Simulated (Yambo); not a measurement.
Yambo run on NaAlS2O8 (space group C2/m, No. 12). The wavefunctions are PBEsol (pw.x of Quantum ESPRESSO, ONCV potentials, no spin-orbit coupling) ones on a 2×2×2 mesh (36 occupied bands); a = b = 4.7108 Å, c = 7.3088 Å, α = β = 92.54°, γ = 65.06°.

Yambo input:

```
rim_cut
gw0
dyson
el_el_corr
HF_and_locXC
ppa
em1d
RandQpts= 1000000
RandGvec= 1 Ry
EXXRLvcs= 88 Ry
VXCRLvcs= 352 Ry
Chimod= "HARTREE"
% BndsRnXp
 2 | 222 |
%
NGsBlkXp= 7 Ry
% LongDrXp
 1.0 | 1.0 | 1.0 |
%
PPAPntXp= 27.2114 eV
% GbndRnge
 1 | 147 |
%
GTermKind= "BG"
DysSolver= "n"
ExtendOut
% QPkrange
 1 | 1 | 36 | 37 |
 5 | 5 | 36 | 36 |
%
```

k points by index: 1 = Γ, 5 = (-0.5, -0.5, 0).

The o-*.qp file then holds:

```
#    K-point    Band    Eo [eV]    E [eV]    E-Eo [eV]    Vxc [eV]    Vnlxc [eV]    Sc|Eo [eV]    Sc|E [eV]    dSc/dw|Eo [eV]    Re(Z)    Im(Z)
#
    1    36    -0.147615    -1.749456    -1.601842    -20.29182    -26.17401    3.937602    4.280352    -5.822109    0.823750    -0.974287E-3
    1    37    5.533577    6.909578    1.376001    -12.86597    -7.893513    -3.390311    -3.596457    -4.076492    0.869710    -0.724933E-3
    5    36    0.000000    -1.594453    -1.594453    -20.39188    -26.17842    3.850739    4.192088    -5.825194    0.823673    -0.966863E-3
```
(The two width columns are left out.) Convergence of these settings isn't established.

Geometry of the Materials Project entry, not relaxed at this level.

The structure is a Materials Project entry; no match was found in the copy of COD used, and its stability was not checked.
